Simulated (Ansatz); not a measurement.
Cell and atoms are relaxed with the symmetry kept. Start:

```yaml
crystal:
  lattice:
    - [4.20893, 0.00000, 0.00000]
    - [0.00000, 4.20893, 0.00000]
    - [0.00000, 0.00000, 4.20893]
  atoms:
    - { symbol: Zr, position: [0.00000, 0.00000, 0.00000] }
    - { symbol: Pb, position: [0.50000, 0.50000, 0.50000] }
    - { symbol: O, position: [0.50000, 0.00000, 0.00000] }
    - { symbol: O, position: [0.00000, 0.00000, 0.50000] }
    - { symbol: O, position: [0.00000, 0.50000, 0.00000] }
```

All numbers below come from Ansatz, DFT r2SCAN, scalar-relativistic, plane waves, PAW.

Settings: cutoff 500 eV, Γ-centred mesh 6×6×6 on the computed 5-atom cell, Gaussian smearing of 0.02 eV; no spin polarisation.

Question: What does it relax to?

Answer: The volume goes down by 0.52 Å³/atom to 14.39 Å³/atom, and the energy falls by 9.4 meV/atom. Final structure:
```
CELL_PARAMETERS angstrom
4.15955 0.00000 0.00000
0.00000 4.15955 0.00000
0.00000 0.00000 4.15955
ATOMIC_POSITIONS crystal
Zr 0.00000 0.00000 0.00000
Pb 0.50000 0.50000 0.50000
O 0.50000 0.00000 0.00000
O 0.00000 0.00000 0.50000
O 0.00000 0.50000 0.00000
```

Spin–orbit coupling is left out, which can shift energies with elements as heavy as these.

Symmetry holds off the tilts and polar distortions that many cubic perovskites undergo.